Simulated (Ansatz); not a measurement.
Relaxed-ion elastic tensor of Ti$_{2}$AlN in space group P6_3/mmc (No. 194; Ti on 4f, Al on 2d, N on 2a) in GPa (Voigt order), PBEsol (plane waves, PAW; program Ansatz); density 4.41 g/cm³, 12.88 Å³ per atom.

```
 328  74.7  93.3   0.0   0.0   0.0
74.7   328  93.3   0.0   0.0   0.0
93.3  93.3   306   0.0   0.0   0.0
 0.0   0.0   0.0   136   0.0   0.0
 0.0   0.0   0.0   0.0   136   0.0
 0.0   0.0   0.0   0.0   0.0   126
```

**Question.** Is the crystal mechanically stable?

**Answer.** Yes: the smallest eigenvalue of C is 126 GPa.

**Question.** Work out the Voigt, Reuss and Hill averages.

**Answer.** K_V = 165, K_R = 165, K_H = 165; G_V = 126, G_R = 125, G_H = 126 GPa.

**Question.** Give Young's modulus, Poisson's ratio, Pugh's ratio and the universal anisotropy index.

**Answer.** E = 9KG/(3K + G) = 301 GPa; ν = 0.20; K/G = 1.31 (brittle by the Pugh limit of 1.75); A_U = 5G_V/G_R + K_V/K_R − 6 = 0.04.

**Question.** Estimate the sound speeds and the Debye temperature.

**Answer.** v_l = √((K + 4G/3)/ρ) = 8680 m/s, v_t = √(G/ρ) = 5340 m/s, mean 5890 m/s; Θ = (h/k)(3n/4πV)^(1/3) v_m = 749 K.

**Question.** How much does each axis shrink under pressure?

**Answer.** Linear compressibilities β_i = Σ_j S_ij (j = 1 to 3): x 2.0, y 2.0, z 2.0 per TPa.

The workflow started from a Materials Project entry (that database holds measured and hypothetical structures alike); the Crystallography Open Database copy checked does not list it. Whether it is the stable phase at ambient conditions was not checked. The PBEsol relaxation kept the symmetry of its start; of distortions, only those at the zone centre were tested. No spin polarisation was allowed. As this level gives no gap, shear constants depend on the k-mesh and smearing (Fermi–Dirac, 0.1 eV here).

Potentials: the later of the program's two PAW sets.
